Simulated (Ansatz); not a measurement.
How the vibrations of Al$_{2}$Ru change with volume

These are results of Ansatz, DFT LDA, scalar-relativistic, plane waves, PAW, not measurements. Cutoff 420 eV, 10×10×10 k-points (Γ-centred), Gaussian smearing of 0.01 eV. No spin polarisation. Phonons by linear response, acoustic sum rule imposed.

The cell, relaxed at this level:
```
CELL_PARAMETERS angstrom
0.00000 3.95797 4.35080
2.33227 0.00000 4.35080
2.33227 3.95797 0.00000
ATOMIC_POSITIONS crystal
Al 0.07886 0.42114 0.07886
Al 0.42114 0.07886 0.42114
Al 0.17114 0.82886 0.17114
Al 0.82886 0.17114 0.82886
Ru 0.75000 0.75000 0.75000
Ru 0.50000 0.50000 0.50000
```

Cells at 0.98 and 1.02 times the equilibrium volume were relaxed in shape and atoms; γ = −d ln ν / d ln V, modes matched by rank.

Question: Give the optical frequencies at Γ (cm⁻¹) at the three volumes and the mode Grüneisen parameters.

Answer:
```
0.98 V    V  1.02 V     γ  degeneracy
   141  135     129  2.14           1
   192  183     173  2.52           1
   214  211     208  0.74           1
   234  229     223  1.27           1
   256  245     234  2.18           1
   256  247     237  1.89           1
   260  248     239  2.12           1
   278  271     263  1.38           1
   315  302     290  2.01           1
   364  351     338  1.81           1
   370  357     343  1.88           1
   398  386     374  1.57           1
   409  397     385  1.54           1
   430  418     407  1.34           1
   488  475     463  1.33           1
```

Question: What pressures hold the two strained cells, and what bulk modulus follows?

Answer: 3.97 GPa at 0.98 V and -3.56 GPa at 1.02 V, so B = −dP/d ln V ≈ 188 GPa.

Question: How does the gap respond?

Answer: It is 0.09, 0.08 and 0.07 eV at 0.98, 1 and 1.02 V: dE_g/d ln V = -0.4 eV.